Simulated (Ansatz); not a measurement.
CdS (wurtzite)

```yaml
crystal:
  lattice:
    - [4.19618, 0.00000, 0.00000]
    - [-2.09809, 3.63400, 0.00000]
    - [0.00000, 0.00000, 6.82953]
  atoms:
    - { symbol: Cd, position: [0.33333, 0.66667, 0.99917] }
    - { symbol: Cd, position: [0.66667, 0.33333, 0.49917] }
    - { symbol: S, position: [0.33333, 0.66667, 0.37563] }
    - { symbol: S, position: [0.66667, 0.33333, 0.87563] }
```

Two coordinates are scanned: the volume, and the ratio of the stretch along z (the conventional c axis) to the stretch across it. Atoms keep their fractional coordinates.

Computed with PBE (plane waves to 420 eV, PAW, scalar-relativistic; Ansatz, a first-principles code). k mesh 9×9×5 (Γ-centred), Fermi-Dirac smearing 0.05 eV. E stands for the smeared free energy. As the atoms are clamped, bonds stretch with the cell, which overstates energies and stresses. CdS was relaxed with its symmetry unable to fall. ΔE is measured from the relaxed starting cell.

**Question.** What ΔE (eV/atom) does the calculation give at all points of the grid V/V₀ = 0.920, 0.960, 1.000, 1.040, 1.080 by (c/a)/(c/a)₀ = 0.960, 0.980, 1.000, 1.020, 1.040?

**Answer.** ΔE (eV/atom), with V/V₀ across and (c/a)/(c/a)₀ down:

```tsv
(c/a)/(c/a)₀ \ V/V₀	0.920	0.960	1.000	1.040	1.080
0.960	0.0432	0.0171	0.0085	0.0140	0.0307
0.980	0.0349	0.0098	0.0020	0.0083	0.0256
1.000	0.0323	0.0075	0.0000	0.0064	0.0240
1.020	0.0347	0.0096	0.0019	0.0081	0.0254
1.040	0.0415	0.0156	0.0072	0.0127	0.0295
```

(A scan under strain: stresses follow from slopes of the energy per volume, elastic moduli from its curvatures.)
